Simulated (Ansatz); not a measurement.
Here is the system:

Ca3GeO:
```
CELL_PARAMETERS angstrom
      4.60481     0.00000     0.00000
      0.00000     4.60481     0.00000
      0.00000     0.00000     4.60481
ATOMIC_POSITIONS crystal
  Ca 0.50000 0.50000 0.00000
  Ca 0.00000 0.50000 0.50000
  Ca 0.50000 0.00000 0.50000
  Ge 0.00000 0.00000 0.00000
  O  0.50000 0.50000 0.50000
```

This is the LDA-relaxed structure.

Problem. All from DFT-LDA in the program Ansatz with PAW potentials, unless another level is named. Estimate the Young's modulus.

Solution. 136 GPa.

Problem. And the elastic constants (relaxed ions, GPa)?

Solution. C11 = 152, C12 = 30.0, C44 = 55.6.

Space group Pm-3m (anti-perovskite). The first step of the workflow began from a Materials Project structure, measured or hypothetical; the Crystallography Open Database files this formula in space group No. 221, but the cells were not matched. Its standing as an ambient phase is unchecked. The LDA relaxation kept the symmetry of its start; of distortions, only those at the zone centre were tested. As this level gives no gap, shear constants depend on the k-mesh and smearing (Fermi–Dirac, 0.1 eV here).

Potentials: the later of the program's two PAW sets.
